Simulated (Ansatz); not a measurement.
Te$_{2}$Mo:
```
Te2Mo
1.0
    3.49662     0.00000     0.00000
   -1.74831     3.02816     0.00000
    0.00000     0.00000    13.70009
Te Mo
4 2
Direct
  0.33333   0.66667   0.11735
  0.66667   0.33333   0.88265
  0.66667   0.33333   0.61735
  0.33333   0.66667   0.38265
  0.33333   0.66667   0.75000
  0.66667   0.33333   0.25000
```

PBE+D3(BJ) in the plane-wave PAW code Ansatz gives a gap of 0.59 eV without spin–orbit coupling, maximum at Γ, minimum on the K–Γ line, 41 % of the way from K.

Question: What happens when spin–orbit coupling is switched on?

Answer: The gap shrinks by 0.01 eV, to 0.58 eV; maximum at Γ, minimum on the K–Γ line, 41 % of the way from K.

Question: Give the electron effective mass with spin–orbit coupling.

Answer: 0.37, 0.42, 0.66 mₑ (principal values).

Question: Give the hole effective mass with spin–orbit coupling.

Answer: 1.1, 1.1, 3.6 mₑ (principal values).

Space group P6_3/mmc. The cell was relaxed with PBE+D3(BJ) under the symmetry of its start; of distortions, only those at the zone centre were tested. The run is not spin-polarised.

Potentials: the later of the program's two PAW sets.
